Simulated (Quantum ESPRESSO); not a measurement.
**Kohn-Sham bands of GeSe (Pnma)**

```
CELL_PARAMETERS angstrom
     11.25603     0.00000     0.00000
      0.00000     3.78719     0.00000
      0.00000     0.00000     4.66436
ATOMIC_POSITIONS crystal
  Ge 0.12910 0.25000 0.11900
  Ge 0.87090 0.75000 0.88100
  Ge 0.37090 0.75000 0.61900
  Ge 0.62910 0.25000 0.38100
  Se 0.84928 0.25000 0.51547
  Se 0.15072 0.75000 0.48453
  Se 0.65072 0.75000 0.01547
  Se 0.34928 0.25000 0.98453
```

Materials Project entry mp-700; symmetrised, unrelaxed at this level. COD (Crystallography Open Database) has an entry of this formula and space group (matched by these alone). Computed values, not measurements, from LDA: Quantum ESPRESSO (norm-conserving PseudoDojo potentials, cutoff 69 Ry, no spin polarisation, no spin-orbit coupling) on a Γ-centred 4×4×4 mesh, then Wannier90. Density: 4×8×8 mesh, Gaussian smearing 0.01 Ry. The cell is built of weakly bound layers, chains or molecules, whose nearest atoms lie 3.64 Å apart. Database cells relaxed without dispersion often hold them too far apart, which can enlarge gaps and weakens couplings between them; spacing and stacking were not compared with the measured crystal. Spin-orbit coupling, left out, would split the p-like bands by a few tenths of an eV.

Question: List the Kohn-Sham levels between −8 and 3.8 eV relative to the valence-band maximum at the high-symmetry points, as a band run of pw.x on that density gives them (levels within 2 meV counted together).

Answer: 
```
point  k (reciprocal lattice)                                                                                                                                       levels (eV)
-----  ----------------------  ------------------------------------------------------------------------------------------------------------------------------------------------
Γ           0.000 0.000 0.000  -7.80, -5.97, -5.63, -5.11, -3.84, -3.76, -3.41, -3.01, -2.73, -1.90, -1.77, -1.35, -1.00, -0.85, 0.00, 0.80, 2.25, 2.43, 2.50, 2.83, 2.84, 3.46
X           0.500 0.000 0.000                    -5.79 (×2), -4.64 (×2), -3.26 (×2), -2.89 (×2), -1.89 (×2), -1.54 (×2), -0.41 (×2), 2.00 (×2), 2.29 (×2), 3.13 (×2), 3.64 (×2)
S           0.500 0.500 0.000                                                                               -3.37 (×4), -2.35 (×4), -1.68 (×4), 1.34 (×4), 2.18 (×4), 3.66 (×4)
Y           0.000 0.500 0.000                     -3.66 (×2), -3.19 (×2), -2.59 (×2), -2.13 (×2), -1.67 (×2), -1.33 (×2), 0.91 (×2), 1.29 (×2), 2.07 (×2), 2.38 (×2), 3.40 (×2)
Z           0.000 0.000 0.500         -7.60 (×2), -3.63 (×2), -2.12 (×2), -1.91 (×2), -1.66 (×2), -1.06 (×2), -0.50 (×2), 1.33 (×2), 1.96 (×2), 2.46 (×2), 2.77 (×2), 3.58 (×2)
U           0.500 0.000 0.500         -7.75 (×2), -2.98 (×2), -2.63 (×2), -2.11 (×2), -1.92 (×2), -0.80 (×2), -0.55 (×2), 1.37 (×2), 1.82 (×2), 2.83 (×2), 3.37 (×2), 3.51 (×2)
R           0.500 0.500 0.500                                                                                                     -4.47 (×4), -3.86 (×4), -1.38 (×4), 2.52 (×4)
T           0.000 0.500 0.500                                                      -4.73 (×2), -4.47 (×2), -3.74 (×2), -3.45 (×2), -1.84 (×2), -1.39 (×2), 2.76 (×2), 2.91 (×2)
```
